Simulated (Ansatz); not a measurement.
The relaxed structure here is a generated cell of Hg: the first start was made by placing the elements on the sites of a structure type, and the end was not matched to a known phase here, so it may be hypothetical.

A relaxed cell of Hg (P6/mmm (No. 191)), relaxed on a k-mesh at least as fine as the one used below. These are r2SCAN (plane waves to 500 eV, PAW, scalar-relativistic; Ansatz, a program for electronic structure) values and carry that method's errors. Γ-centred k-mesh 7×4×10 on the run's cell (coarser than for final values), Fermi–Dirac smearing 0.05 eV.

```xyz
6
Lattice="5.4399 0.0000 0.0000 -5.4399 9.4222 0.0000 0.0000 0.0000 3.1803" Properties=species:S:1:pos:R:3 pbc="T T T"
Hg     0.0000     0.0000     0.0000
Hg    -2.7199     4.7111     0.0000
Hg     0.0000     3.1407     1.5901
Hg    -2.7199     7.8518     1.5901
Hg     2.7199     1.5704     1.5901
Hg     0.0000     6.2815     1.5901
```

The atoms are displaced by (Å):

| atom | ux | uy | uz |
|---|---|---|---|
| Hg1 | 0.036 | 0.164 | 0.014 |
| Hg2 | 0.224 | -0.024 | 0.051 |
| Hg3 | 0.133 | -0.041 | -0.100 |
| Hg4 | -0.186 | 0.028 | 0.040 |
| Hg5 | -0.089 | -0.058 | 0.010 |
| Hg6 | -0.092 | 0.017 | 0.188 |

### Question
What forces (eV/Å) and pressure result?

### Answer
| atom | Fx | Fy | Fz |
|---|---|---|---|
| Hg1 | -0.22 | -0.16 | -0.01 |
| Hg2 | -0.13 | -0.03 | 0.01 |
| Hg3 | -0.21 | 0.24 | 0.01 |
| Hg4 | 0.15 | -0.12 | 0.00 |
| Hg5 | 0.38 | 0.06 | 0.01 |
| Hg6 | 0.02 | 0.01 | -0.01 |

Pressure +0.4 GPa.

No spin polarisation in the result.

The run that gave the undisplaced cell could not lose the symmetry of its start, so the end can be a saddle point.
